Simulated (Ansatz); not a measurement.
**Data sheet: P (DFT)**

P:
```
P
1.0
   -1.32678   -11.61592     0.00000
   -7.13419     0.00000     0.00000
   -3.53092    -3.63676   -11.26367
P
42
Cartesian
 -6.38239  -6.90305  -9.59430
 -5.60949  -8.34963  -1.66937
 -5.21688  -8.15329  -8.19393
 -6.77501  -7.09939  -3.06974
 -4.91399  -9.85738  -9.57100
 -7.07790  -5.39529  -1.69267
 -3.75479 -11.04582  -8.14466
 -8.23710  -4.20686  -3.11901
-10.44668 -12.80292  -9.37123
 -1.54521  -2.44976  -1.89244
 -9.18283 -13.86695  -7.92591
 -2.80906  -1.38572  -3.33777
 -7.79560  -3.85678  -9.41341
 -4.19629 -11.39590  -1.85026
 -6.64607  -5.25282  -8.18222
 -5.34581  -9.99985  -3.08145
 -8.65739  -8.04918  -7.36696
 -3.33450  -7.20350  -3.89671
 -6.73767  -8.90979  -6.69929
 -5.25422  -6.34288  -4.56438
 -7.20342 -10.97015  -7.34595
 -4.78847  -4.28253  -3.91772
 -5.28534 -11.77550  -6.63608
 -6.70655  -3.47717  -4.62760
 -4.17449  -2.29450  -7.08396
 -7.81740 -12.95817  -4.17971
 -2.22132  -3.01657  -6.36806
 -9.77057 -12.23611  -4.89561
 -2.86917  -4.97203  -7.14403
 -9.12272 -10.28065  -4.11965
 -8.15810  -6.03547  -6.66769
 -3.83379  -9.21721  -4.59598
 -8.43868  -7.68308  -9.52516
 -3.55321  -7.56960  -1.73852
 -6.77380 -11.02736  -9.50109
 -5.21809  -4.22532  -1.76259
 -5.14518 -14.08707  -9.28528
 -6.84671  -1.16560  -1.97839
 -9.93861  -4.52901  -9.33204
 -2.05327 -10.72367  -1.93163
 -8.36239  -9.73723 -10.36617
 -3.62950  -5.51545  -0.89750
```

Space group P-1 (No. 2); conventional cell a = 7.1342 Å, b = 11.6914 Å, c = 12.3517 Å, α = 71.04°, β = 73.39°, γ = 83.48°.

Method: plane-wave PAW r²SCAN+D4 (Ansatz code). Structure relaxed to zero pressure with the same functional. Other levels are named where they apply.

Cell and energy:

```json
{
 "volume_per_atom": "22.22 Å³",
 "density": "2.31 g/cm³"
}
```

Electronic structure:

```json
{
 "band_gap": "1.85 eV (indirect)",
 "valence_band_maximum": "at X (k = 0.500, 0.000, 0.000 in fractions of the reciprocal vectors)",
 "conduction_band_minimum": "off the standard path, at k = (0.427, -0.094, -0.333) in fractions of the reciprocal vectors",
 "smallest_direct_gap_on_the_standard_path": "1.92 eV",
 "electron_effective_mass": "0.41, 1.1, 2.1 mₑ (principal values)",
 "hole_effective_mass": "0.36, 0.88, 3.5 mₑ (principal values)",
 "HSE06 gap on the r²SCAN+D4 cell": "2.36 eV"
}
```

Mechanics:

```json
{
  "Bulk modulus (Birch–Murnaghan fit)": "127 kbar",
  "Pressure derivative B′": "7.3",
  "mechanical_stability": "stable (all eigenvalues of C positive)",
  "hill_bulk_and_shear_moduli": "20.4 and 13.0 GPa",
  "Young's modulus": "32.2 GPa",
  "Poisson's ratio": "0.24",
  "debye_temperature_from_the_elastic_constants": "278 K"
}
```

The first step of the workflow began from a Materials Project structure, measured or hypothetical; the Crystallography Open Database copy checked does not list it. It is not the phase usual at ambient conditions (space group No. 64). The cell was relaxed with r²SCAN+D4 under the symmetry of its start; whether a distortion lowers the energy is not shown.

Potentials: the earlier of the program's two PAW sets. The files were generated under PBE; for other functionals the program regenerates the frozen cores, and for LDA and PBEsol the local potential too.
